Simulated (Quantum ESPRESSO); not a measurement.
```
CELL_PARAMETERS angstrom
      0.00000     2.98725     2.98725
      2.98725     0.00000     2.98725
      2.98725     2.98725     0.00000
ATOMIC_POSITIONS crystal
  Se 0.50000 0.50000 0.50000
  Pb 0.00000 0.00000 0.00000
```

The PBEsol cell relaxed from Materials Project entry mp-2201 was given an isotropic strain of -2 % on all lattice vectors, and the atoms were relaxed again.

Question: What does PBE (stringent potentials; pw.x of Quantum ESPRESSO, ONCV potentials, without SOC) give for the electronic structure near the Fermi level?

Answer: Along the path the PBE gap is only about 0.03 eV, below what this setup resolves reliably; no G0W0 run was built on it. Semilocal functionals shrink small gaps, and the order of the bands at the edge may be inverted. Spin-orbit coupling is left out; with 6p states at a band edge it can lower the gap by many tenths of an eV, most of a small gap.
